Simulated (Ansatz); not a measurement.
An Ansatz (an electronic-structure program) input:

Ansatz 0.2 input:
```yaml
crystal:
  lattice:
    - [2.6996358076, 1.5586354602, 4.4423249326]
    - [-2.6996358076, 1.5586354602, 4.4423249326]
    - [0.0, -3.1172709204, 4.4423249326]
  atoms:
    - { symbol: Ca, position: [0.2760578581, 0.2760578581, 0.2760578581] }
    - { symbol: Ca, position: [0.7760578581, 0.7760578581, 0.7760578581] }
    - { symbol: Ti, position: [0.0162007143, 0.0162007143, 0.0162007143] }
    - { symbol: Ti, position: [0.5162007143, 0.5162007143, 0.5162007143] }
    - { symbol: O, position: [0.748589728, 0.1829608366, 0.3264808631] }
    - { symbol: O, position: [0.3264808631, 0.748589728, 0.1829608366] }
    - { symbol: O, position: [0.1829608366, 0.3264808631, 0.748589728] }
    - { symbol: O, position: [0.8264808631, 0.6829608366, 0.248589728] }
    - { symbol: O, position: [0.248589728, 0.8264808631, 0.6829608366] }
    - { symbol: O, position: [0.6829608366, 0.248589728, 0.8264808631] }
kpoints:
  mp_grid: { grid: [4, 4, 4] }
hamiltonian:
  xc: hse06
  pseudopotentials: { kind: paw }
scf:
  n_extra_bands: 10
  occupations: { method: fixed }
output:
  eigenvalues: true
  eigenstates:
    e_range: [-9.0, 12.3]
    kpoints:
      - [0.0, 0.5, 0.5]  # VBM
      - [0.0, 0.0, 0.0]  # CBM
      - [0.0, 0.0, 0.0]  # GAMMA
      - [0.5, 0.5, 0.5]  # T
      - [0.5, 0.0, 0.0]  # L
      - [0.5, 0.0, 0.5]  # F
      - [0.3743676501, -0.3743676501, 0.0]  # S_0
      - [0.6256323499, 0.0, 0.3743676501]  # S_2
      - [0.5, -0.2487353003, 0.2487353003]  # H_0
      - [0.7512646997, 0.2487353003, 0.5]  # H_2
```

### Question
How many symmetry operations and irreducible k-points will the run report?

### Answer
6 operations, 13 of 64 k-points.

### Question
With a cutoff of 420 eV, how many plane waves at Γ?

### Answer
2151.

It took around 5 core-minutes (rough) on shared server cores.

The points marked VBM and CBM come from a semilocal run.

Space group R3c. The start of the workflow was typed in or built on a structure type; neither database checked (COD, Materials Project) lists it. COD files the formula under space group No. 11, 62, 65, 140, 221, so this cell is another polymorph or a model. Its standing as an ambient phase is unchecked. The PBEsol relaxation kept the symmetry of its start; phonons on a q-mesh show no instability. The run is not spin-polarised.

Potentials: the later of the program's two PAW sets.

Ansatz is a plane-wave DFT program.
